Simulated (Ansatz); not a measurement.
**Al (fcc, Cu type), frozen-phonon scan**

Al (fcc, Cu type)

```xyz
2
Lattice="0.0000 3.9920 3.9920 1.9960 0.0000 1.9960 1.9960 1.9960 0.0000" Properties=species:S:1:pos:R:3 pbc="T T T"
Al     0.0000     0.0000     0.0000
Al     0.0000     1.9960     1.9960
```

A phonon eigenvector at L = (0.5, 0.0, 0.0) is frozen into this cell: atom i moves by Q times the vector below, so Q is the largest atomic displacement, in Å. The cell is held. It is one choice among 2 degenerate patterns. (q is in reciprocal vectors of the primitive cell; the cell shown is doubled to hold the pattern.)

```csv
atom,x,y,z
Al1,0.285,-0.520,0.805
Al2,-0.285,0.520,-0.805
```

Method: r2SCAN (plane waves to 500 eV, PAW, scalar-relativistic; Ansatz, a quantum-chemistry and plane-wave program). k mesh 10×20×20 (Γ-centred), Fermi-Dirac smearing 0.05 eV. E stands for the smeared free energy. Compression counts positive. With partly filled bands, energies and forces of such displacements shift with the k mesh and the smearing. Al was relaxed with its symmetry unable to fall. ΔE is measured from the undisplaced structure.

```csv
Q (Å),ΔE (meV/cell),P (GPa),−dE/dQ from forces (eV/Å)
-0.180,80,1.4,0.853
-0.150,56,1.0,0.730
-0.120,36,0.6,0.596
-0.090,21,0.4,0.454
-0.060,9,0.2,0.306
-0.030,2,0.0,0.154
0.000,0,0.0,0.000
0.030,2,0.0,-0.154
0.060,9,0.2,-0.306
0.090,21,0.4,-0.454
0.120,36,0.6,-0.596
0.150,56,1.0,-0.730
0.180,80,1.4,-0.853
```

Key numbers:

```
Property                                                                                                              Value
-----------------------------------------------------------  --------------------------------------------------------------
Energy at Q = 0.180 Å                                                                                           80 meV/cell
Space group of the distorted cell                                                           P-1 (No. 2), lowered from Fm-3m
Symmetry of the curve                                                                         even: the same for both signs
Shape of the curve                                           a single well with its minimum at or next to zero displacement
Harmonic wavenumber from the curvature (finite differences)                                                        161 cm⁻¹
Wavenumber by perturbation theory (DFPT, on another k mesh)                                                        161 cm⁻¹
```

The 13 points together took very roughly 10 core-minutes.

(For displaced atoms, the force is minus the slope of the energy, and its curvature is a force constant, which sets phonon frequencies.)
